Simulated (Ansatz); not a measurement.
MoW:
```
MoW
1.0
    3.14184     0.00000     0.00000
    0.00000     3.14184     0.00000
    0.00000     0.00000     3.14184
Mo W
1 1
Cartesian
  0.00000   0.00000   0.00000
  1.57092   1.57092   1.57092
```

Relaxed with PBEsol. Special points in fractions of this cell's reciprocal vectors: Γ (0.000, 0.000, 0.000); X (0.000, 0.500, 0.000); M (0.500, 0.500, 0.000); R (0.500, 0.500, 0.500).

### Question
List the band energies nearest the Fermi level at these points for the program Ansatz at the PBEsol with spin–orbit coupling level (PAW).

### Answer
In eV from the Fermi level; about four levels below and three above (degenerate sets whole), none deeper than 8.9 eV; points with the same levels are listed once.

| k | below | above |
|---|---|---|
| Γ | -1.46 -1.46 -1.46 -1.46 -1.16 -1.16 | 1.95 1.95 1.95 1.95 |
| X | -0.62 -0.62 -0.27 -0.27 | 0.85 0.85 1.46 1.46 |
| M | -3.63 -3.63 -3.54 -3.54 | 0.76 0.76 1.48 1.48 |
| R | -2.69 -2.69 -2.69 -2.69 | 2.46 2.46 2.46 2.46 |

Space group Pm-3m (CsCl type). The start of the workflow was typed in or built on a structure type; neither database checked (COD, Materials Project) lists it. Whether it is the stable phase at ambient conditions was not checked. The PBEsol relaxation kept the symmetry of its start; its stability against distortions is not shown here. The run is not spin-polarised.

Potentials: the later of the program's two PAW sets.
